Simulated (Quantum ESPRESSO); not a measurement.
# One change at a time to GaMoSnTaW4

These are calculations, not measurements. They come from Quantum ESPRESSO 7.5, a public plane-wave density functional program. Each row is one single-point run on a made-up periodic cell of eight metal atoms, with elements, volume, strain and displacements drawn at random and not relaxed, so a cell may be unstable or far from any real phase. There is no spin polarisation or spin-orbit coupling.

Settings: PBE unless stated; PseudoDojo standard norm-conserving files; Fermi-Dirac width 0.25 eV, which means electrons at about 2900 K; cutoff 1143 eV; 8 x 4 x 4 k mesh shifted half a step off Gamma. E is the free energy of the whole cell (internal energy minus TS), so a -TS column is already part of it. Stress is positive in tension, and the pressure P is minus a third of its trace.

Checks: one run of this series was repeated at a higher cutoff and on a denser mesh, which moved values by no more than 0.010 eV, 0.07 GPa and 0.011 eV/Å, and a second program with other atomic files agreed on it to 2 % rms in force and 0.5 GPa in pressure. Known limits: the tin pseudopotential is less sure than most, with forces differing by about three percent from a second method on plain tin; heavy elements are run without spin-orbit coupling, which real alloys of them have; a spin test at this wide smearing found no moment, but such smearing suppresses magnetism that the real alloy may have.

The lattice is hexagonal close-packed, and the cell vectors in Å are (-2.862, 0.048, 0.000); (-0.083, 5.029, -4.665); (0.084, -4.949, -4.579), a volume of 131.92 Å³ in run 1. The elements on sites 1 to 8 are Ta Ga W Sn W Mo W W. Each later run makes one change to run 1 and keeps the rest. E is counted from run 1, and is n/a where other atomic files have another zero of energy.

```
run,change,V (Å³),P (GPa),-TS (eV),rms force (eV/Å),largest change of a force component (eV/Å),E (eV)
1,none,131.92,6.53,-1.446,0.531,0.000,0.000
2,sites 2 and 7 exchanged,131.92,8.27,-1.529,0.514,1.147,-0.104
3,all lengths scaled by +0.69 %,134.67,1.76,-1.482,0.511,0.059,-0.071
4,PBEsol in place of PBE,131.92,-0.71,-1.452,0.525,0.042,n/a
5,Ru on site 8,131.92,2.31,-1.548,0.566,0.838,n/a
6,site 7 moved by -0.17 Å along z,131.92,7.52,-1.435,0.682,1.527,?
```

## Worked estimate

Along the move dE = -F dx. The force on site 7 along z is 0.438 eV/Å in run 1 and 1.965 eV/Å in run 6, and the move is -0.17 Å, so the mean force times the move gives an estimate.

## Withheld value

Question: what E should run 6 give?

The estimate is 0.204 eV. The calculation gave 0.204 eV.
